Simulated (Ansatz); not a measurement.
A scan (energy over volume and axial ratio; atoms clamped) gave these values. Level of theory: r2SCAN (plane waves to 500 eV, PAW, scalar-relativistic; Ansatz, a quantum-chemistry and plane-wave program).

* **Shear modulus C′ = (C11 − C12)/2 (fit, atoms clamped)**: 11.3 GPa

**Question.** Of these crystals, all scanned alike, which one is it?
(A) C (diamond)
(B) Ta (bcc, W type)
(C) SiC (zinc blende)
(D) CsBr (CsCl type)

**Answer.** D, CsBr (CsCl type). The others have, for the shear modulus C′ = (C11 − C12)/2: SiC 140 GPa, Ta 62 GPa, C 496 GPa

All were relaxed with their symmetry unable to fall. Spin-orbit coupling is left out. Ta is run without spin polarisation.

(Under strain, the slope of the energy per volume gives the stress and its curvature an elastic modulus.)
